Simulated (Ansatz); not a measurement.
TlF (space group P4/nmm)

```
TlF
1.0
    3.69682     0.00000     0.00000
    0.00000     3.69682     0.00000
    0.00000     0.00000     6.31063
Tl F
2 2
Direct
  0.00000   0.50000   0.74885
  0.50000   0.00000   0.25115
  0.50000   0.00000   0.86678
  0.00000   0.50000   0.13322
```

The slice is a (010) plane (indices of the conventional cell) through the point (0.500, 0.000, 0.251) (fractional), spanned by u = [100] and v = [001] in vectors of this cell: u (3.70 Å) and v (6.31 Å, at 90° to u). It covers one period; positions are fractions (u, v).

All values below come from r2SCAN (plane waves to 500 eV, PAW, scalar-relativistic; Ansatz, a first-principles code). k mesh 9×9×5. These are valence fields of a PAW run, semicore shells included where kept as valence: close to a nucleus they are smooth pseudo fields. Spin-orbit coupling is left out, though Tl is heavy. This is one of several known forms of TlF; the measured ambient cells at hand have space group No. 57. TlF was relaxed with its symmetry unable to fall.

What is the ELF at the density minimum of the shortest Tl–F line in this plane (2.43 Å)?

0.11.

What is the valence density on the shortest Tl–F line in this plane (2.43 Å), at its minimum between the atoms?

0.29 e/Å³.

Sketch the valence electron density on this plane as a map.


| v \ u | 0.00 | 0.12 | 0.25 | 0.38 | 0.50 | 0.62 | 0.75 | 0.88 |
|---|---|---|---|---|---|---|---|---|
| 0.93 | 0.7 | 0.4 | -0.2 | -1.0 | -1.4 | -1.0 | -0.2 | 0.4 |
| 0.86 | 0.0 | -0.2 | -0.7 | -1.3 | -1.5 | -1.3 | -0.7 | -0.2 |
| 0.79 | -0.5 | -0.7 | -1.1 | -1.6 | -1.7 | -1.6 | -1.1 | -0.7 |
| 0.71 | 0.3 | -0.1 | -0.8 | -1.5 | -1.7 | -1.5 | -0.8 | -0.1 |
| 0.64 | 1.1 | 0.6 | -0.5 | -1.3 | -1.5 | -1.3 | -0.5 | 0.6 |
| 0.57 | 1.0 | 0.5 | -0.5 | -1.2 | -1.4 | -1.2 | -0.5 | 0.5 |
| 0.50 | 0.0 | -0.3 | -0.9 | -1.3 | -1.3 | -1.3 | -0.9 | -0.3 |
| 0.43 | -1.0 | -1.1 | -1.4 | -1.4 | -1.3 | -1.4 | -1.4 | -1.1 |
| 0.36 | -1.6 | -1.6 | -1.6 | -1.6 | -1.5 | -1.6 | -1.6 | -1.6 |
| 0.29 | -1.4 | -1.4 | -1.6 | -1.7 | -1.7 | -1.7 | -1.6 | -1.4 |
| 0.21 | -0.7 | -0.8 | -1.1 | -1.5 | -1.7 | -1.5 | -1.1 | -0.8 |
| 0.14 | 0.0 | -0.2 | -0.6 | -1.2 | -1.5 | -1.2 | -0.6 | -0.2 |
| 0.07 | 0.7 | 0.4 | -0.2 | -0.9 | -1.3 | -0.9 | -0.2 | 0.4 |
| 0.00 | 1.0 | 0.7 | 0.0 | -0.9 | -1.3 | -0.9 | 0.0 | 0.7 |

Values: log₁₀ of the valence density in e/Å³. The scale is logarithmic, as a density can span decades between atoms and voids.
